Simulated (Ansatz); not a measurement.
The relaxed structure here is a generated cell of Ta: the first start was made by placing the elements on the sites of a structure type, and the end was not matched to a known phase here, so it may be hypothetical. Known forms of Ta include space group No. 229.

The end point of a relaxation of Ta. Level of theory: r2SCAN (plane waves to 500 eV, PAW, scalar-relativistic; Ansatz, a program for electronic structure).

```cif
data_Ta3
_chemical_formula_sum 'Ta3'
_space_group_name_H-M_alt 'P 1'
_space_group_IT_number 1
_cell_length_a 5.46462
_cell_length_b 5.46462
_cell_length_c 2.68726
_cell_angle_alpha 90.000
_cell_angle_beta 90.000
_cell_angle_gamma 120.000
loop_
_space_group_symop_operation_xyz
  'x, y, z'
loop_
_atom_site_label
_atom_site_type_symbol
_atom_site_fract_x
_atom_site_fract_y
_atom_site_fract_z
_atom_site_occupancy
Ta1 Ta 0.50000 0.00000 0.50000 1
Ta2 Ta 0.50000 0.50000 0.50000 1
Ta3 Ta 0.00000 0.50000 0.50000 1
```

Determine the symmetry and give the standard cell with its independent sites.

Space group P6/mmm (No. 191); a = 5.465 Å, b = 5.465 Å, c = 2.687 Å, α = 90.00°, β = 90.00°, γ = 120.00°

```
atom  site  symmetry       x       y       z
----  ----  --------  ------  ------  ------
Ta      3g       mmm  0.5000  0.5000  0.5000
```

Give the shortest distances between elements (the closest pairs, up to four, under 3.6 Å).

Ta–Ta 2.69 Å.

- Volume per atom = 23.17 Å³
- Band gap = no gap (metallic)

No spin polarisation in the result.

The run could not lower the symmetry of its start; a shaken copy of this end point relaxes with r2SCAN to P2₁/m (No. 11), 1.48 eV/atom lower.
